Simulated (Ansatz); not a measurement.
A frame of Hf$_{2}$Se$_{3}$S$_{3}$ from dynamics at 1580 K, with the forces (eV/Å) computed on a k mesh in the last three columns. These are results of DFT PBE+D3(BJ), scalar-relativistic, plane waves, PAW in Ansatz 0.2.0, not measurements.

Cutoff 420 eV; k points 3×3×3 on the computed 16-atom cell (Γ-centred); Fermi–Dirac smearing, width 0.14 eV; no spin polarisation.

```xyz
16
Lattice="7.367 -0.044 -0.018 -0.044 7.510 -0.042 -0.018 -0.042 7.374" Properties=species:S:1:pos:R:3:forces:R:3 pbc="T T T"
Hf    0.517    4.542    7.164    0.350    1.250    0.460
Hf    3.491    5.373    3.913   -0.670   -0.740    0.560
Hf    3.196    6.308    0.126   -0.100    0.050   -0.090
Hf    6.251    1.960    1.524    0.160   -1.320   -1.750
Se    4.342    0.866    6.956    1.450    1.680    0.390
Se    1.471    2.338    0.361   -1.840   -1.140   -0.490
Se    4.928    6.977    2.631   -0.460    0.640   -0.570
Se    5.220    5.520    5.870    0.550   -0.770    0.100
Se    3.273    2.727    2.914    2.270    0.710   -1.600
Se    0.060    1.432    3.670   -1.650   -1.180    0.610
S     2.109    4.879    1.845   -1.010    0.330    0.620
S     1.595    6.181    5.267   -0.410    0.660    0.580
S     3.272    3.885    6.184    1.170    0.470    0.700
S     1.826    2.361    4.361   -0.190    0.370    1.950
S     6.192    4.272    1.519   -0.490    0.110   -0.080
S     0.941    6.980    1.358    0.890   -1.120   -1.380
```

Static pressure 0.0 GPa (no kinetic part), a gap on the mesh of 0.41 eV.

Counting as bonded all pairs within 1.2 times the summed covalent radii, but none from a metal cation to another cation:

| atom → neighbour | mean count | mean length (Å) | spread (Å) |
| --- | --- | --- | --- |
| Hf → S | 3.50 | 2.69 | 0.24 |
| Hf → Se | 3.25 | 2.81 | 0.28 |
| S → Hf | 2.33 | 2.69 | 0.24 |
| S → S | 0.33 | 2.45 | 0.00 |
| S → Se | 0.67 | 2.36 | 0.26 |
| Se → Hf | 2.17 | 2.81 | 0.28 |
| Se → S | 0.67 | 2.36 | 0.26 |

Angles between all pairs of such bonds at an atom (mean ± spread): 101 ± 31° at Hf, 99 ± 34° at S, 104 ± 30° at Se.

Spin-orbit coupling is left out, which matters for the bands of heavy elements. An odd mesh misses points on the zone edge, so a gap read on it can be too wide.

Cost: 1 run of about 2.4 core-minutes, on Arm Neoverse V2 (shared hosts).